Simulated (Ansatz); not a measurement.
Rb2TeBr6:
```cif
data_Br12Rb4Te2
_chemical_formula_sum 'Rb4 Te2 Br12'
_space_group_name_H-M_alt 'I4/m'
_space_group_IT_number 87
_space_group_name_Hall '-I 4'
_cell_length_a 7.61678
_cell_length_b 7.61678
_cell_length_c 11.10340
_cell_angle_alpha 90.000
_cell_angle_beta 90.000
_cell_angle_gamma 90.000
loop_
_atom_site_label
_atom_site_type_symbol
_atom_site_symmetry_multiplicity
_atom_site_Wyckoff_symbol
_atom_site_fract_x
_atom_site_fract_y
_atom_site_fract_z
_atom_site_occupancy
Rb1 Rb 4 d 0.00000 0.50000 0.25000 1
Te1 Te 2 a 0.00000 0.00000 0.00000 1
Br1 Br 8 h 0.28368 0.21642 0.00000 1
Br2 Br 4 e 0.00000 0.00000 0.24527 1
```
(The calculation used a cell of 9 atoms; values per cell refer to that cell.)

Relaxed with r²SCAN.

Problem. Tabulate the valence density and the electron localisation function along the shortest Te–Br contact (2.72 Å), plane-wave PAW r²SCAN (Ansatz code).

Solution. 

```tsv
distance from Te (Å)	density (e/Å³)	ELF
0.27	13.23	0.01
0.41	9.17	0.05
0.54	5.28	0.18
0.68	2.48	0.36
0.82	1.10	0.46
0.95	0.67	0.48
1.09	0.52	0.47
1.22	0.43	0.49
1.36	0.42	0.53
1.49	0.46	0.62
1.63	0.58	0.72
1.77	0.76	0.80
1.90	0.98	0.81
2.04	1.11	0.71
2.17	1.03	0.40
2.31	0.73	0.08
2.45	0.37	0.01
```

The density is the valence pseudo-density with augmentation charge, so density and ELF within about 1 Å of a nucleus are not all-electron values.

The first step of the workflow began from a Materials Project structure, measured or hypothetical; the Crystallography Open Database copy checked does not list it. Its standing as an ambient phase is unchecked. The cell was relaxed with r²SCAN under the symmetry of its start; whether a distortion lowers the energy is not shown. Spin–orbit coupling is left out wherever it is not named.

Potentials: the later of the program's two PAW sets.
